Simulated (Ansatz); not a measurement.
## Structure relaxation, Fe

The start is a relaxed Fe cell deformed by the Cartesian strain tensor (xx, yy, zz, yz, xz, xy) = (-0.102, -0.006, 0.086, 0.010, -0.040, 0.083). A full variable-cell relaxation at zero pressure is run with PBE (plane waves to 420 eV, PAW, scalar-relativistic; Ansatz, an electronic-structure program). The first steps use a coarse 15×17×16 k-mesh.

Starting cell:
```
Fe
1.0
   -1.20980     1.30325     1.60835
    1.09654    -1.27493     1.46677
    1.44624     1.51137    -1.58003
Fe
1
Direct
  0.00000   0.00000   0.00000
```
Spin-polarised start, with parallel moments on Fe.

Problem. How much energy is released per atom?

Solution. 0.22 eV/atom.

Problem. How does the volume per atom move from start to end?

Solution. +4.2 %, from 10.90 to 11.35 Å³/atom.

Problem. Does it find its way back to the structure it was made from?

Solution. It returns to the parent structure, Im-3m (No. 229).

Problem. How do the shortest distances between atoms change?

Solution. The closest pairs of elements (up to four, under 3.6 Å), start → end: Fe–Fe 2.23 → 2.45 Å.

Problem. What band gap does the relaxed structure have at this level?

Solution. Zero (metallic).

Problem. What magnetic moments remain?

Solution. Net 2.17 μB/atom, ferromagnetic.

Final values are on a 23×23×23 k-mesh of the relaxed cell. Spin state reached: ferromagnetic (net 2.17 μB/atom), from parallel starting moments; other spin orders were not run from this start.

The run could not lose the symmetry of its start.
